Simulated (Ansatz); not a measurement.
BP in space group P6_222 (No. 180; B on 3d, P on 3c), plane-wave PAW LDA (Ansatz code), all energies at zero smearing, with the estimated change up to a 700 eV cutoff added, with one set of potentials and settings (totals compare only within such a set). Cell of 6 atoms (3 B, 3 P): -2627.115 eV.

| element | reference phase | E (eV/atom) |
|---|---|---|
| B | R-3m, 12 atoms in the cell | -149.7761 |
| P | Cmce, 4 atoms in the cell | -725.9590 |

Formation energy per atom, worked out: (-2627.115 − 3×(-149.7761) − 3×(-725.9590))/6 = 0.015 eV/atom (1 kJ per mol of atoms), at 0 K, without zero-point energy or fitted corrections.

The start of the workflow was typed in or built on a structure type; neither database checked (COD, Materials Project) lists it. It is not the phase usual at ambient conditions (space group No. 216). The cell was relaxed with LDA under the symmetry of its start; its stability against distortions is not shown here. The references are the lowest solids computed at this level, not always the standard phases.

Potentials: the earlier of the program's two PAW sets. The files were generated under PBE; for other functionals the program regenerates the frozen cores, and for LDA and PBEsol the local potential too.
